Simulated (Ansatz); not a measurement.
Clean, relaxed (111) surface of Ir, space group Fm-3m (No. 225) (top face towards +c; atoms held fixed, by place in the list: 1, 2):

```
Ir
1.0
     2.71828    0.00000    0.00000
    -1.35914    2.35410    0.00000
     0.00000    0.00000   23.65840
Ir
4
Direct
  0.66667 0.33333 0.35928
  0.33333 0.66667 0.45309
  0.00000 0.00000 0.54523
  0.66667 0.33333 0.63728
```

These are results of DFT r2SCAN, scalar-relativistic, plane waves, PAW (Ansatz), not measurements. Cutoff 500 eV; k points 12×12×1 on the computed 4-atom cell (Γ-centred); Gaussian smearing, width 0.10 eV; no spin polarisation. The cell repeats along c with a dipole correction in the vacuum.

The adsorption energy is E(slab + adsorbate) − E(slab) − E(free adsorbate, spin-polarised where open-shell). With the adsorbate the cell is lengthened along c to keep the vacuum.

Q: CO is put at the top (Ir) at (0.67, 0.33) site, one adsorbate per 6.4 Å². What structure does it relax to?

A: E_ads = -1.41 eV. Contacts: C–Ir 1.84 Å. Bonds within the adsorbate: C–O 1.14 Å.

```
CELL_PARAMETERS angstrom
2.71828 0.00000 0.00000
-1.35914 2.35410 0.00000
0.00000 0.00000 26.80840
ATOMIC_POSITIONS crystal
Ir 0.66667 0.33333 0.31706
Ir 0.33333 0.66667 0.39985
Ir 0.00000 0.00000 0.48127
Ir 0.66667 0.33333 0.56741
C 0.66667 0.33333 0.63607
O 0.66667 0.33333 0.67873
```

Each end is the local minimum or symmetric point that its start leads to. The slab is only 6.7 Å thick, so the energies aren't converged with thickness.

Cost: 4 runs of about 17 core-minutes in all, on Arm Neoverse V2 (shared hosts).